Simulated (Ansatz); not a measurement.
Consider the following.

AgCl (rock salt)

```
AgCl
1.0
    0.00000     2.72373     2.72373
    2.72373     0.00000     2.72373
    2.72373     2.72373     0.00000
Cl Ag
1 1
Direct
  0.00000   0.00000   0.00000
  0.50000   0.50000   0.50000
```

Equation-of-state scan: isotropic scaling of the cell above, V₀ being its volume. Symmetry pins the atoms to their sites.

All values below come from PBEsol (plane waves to 420 eV, PAW, scalar-relativistic; Ansatz, a quantum-chemistry and plane-wave program). k mesh 10×10×10 (Γ-centred), Fermi-Dirac smearing 0.05 eV. Energies are smeared free energies. Compression counts positive. AgCl was relaxed with its symmetry unable to fall. The zero of ΔE is the relaxed starting cell.

The scan covers V/V₀ from 0.840 to 1.160 in 11 points.

What is the fitted pressure derivative B₀′?

5.3.

What bulk modulus B₀ follows from a third-order Birch-Murnaghan fit?

56.5 GPa.

(Under strain, the slope of the energy per volume gives the stress and its curvature an elastic modulus.)
